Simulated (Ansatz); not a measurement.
**Re$_{3}$B: pressure against volume**

Re$_{3}$B, Cmcm, a = 2.881 Å, b = 9.326 Å, c = 7.272 Å. The structure is a COD entry; whether it is the stable form wasn't checked. Ansatz: PBEsol, PAW, 420 eV, Γ-centred 12×12×6 mesh on 8 atoms, Gaussian smearing 0.10 eV; no spin polarisation. Shape and atoms are relaxed at each volume; pressure is positive in compression.

```tsv
V (Å³/atom)	P (GPa)
10.747	66.47
11.113	?
11.479	27.84
11.846	12.78
12.212	0.00
12.579	-10.83
12.945	-19.99
13.433	-29.99
```

**Question.** Take V0 = 12.212 Å³/atom, fit the third-order Birch–Murnaghan form to the other rows, and predict the missing pressure.

**Answer.** With the Eulerian strain f = ½[(V0/V)^(2/3) − 1] and y = P/[3f(1 + 2f)^(5/2)], the form is the line y = B0 + 1.5 B0 (B0′ − 4) f. Rows (f, y): 0.04446, 402.8; 0.02106, 397.5; 0.01025, 395.1; -0.00977, 388.2; -0.01906, 385.3; -0.03078, 380.7. Means f = 0.002693, y = 391.60; Σ(Δf)² = 0.003888, ΣΔfΔy = 1.147; the slope is their ratio. y = 390.8 + 295.0 f GPa, so B0 = 390.8 GPa and B0′ = 4 + 2 × (295.0)/(3 × 390.8) = 4.50. At V = 11.113, f = 0.03244, y = 400.37 and P = 45.59 GPa. The run gave 45.57 GPa, so the fit is 0.02 GPa too high, within the rms miss on the fitted rows (0.09 GPa).

Spin–orbit coupling is left out, which can shift energies with elements as heavy as these.

Cost: 8 runs of about 32 core-minutes in all, on Arm Neoverse V2 (shared hosts).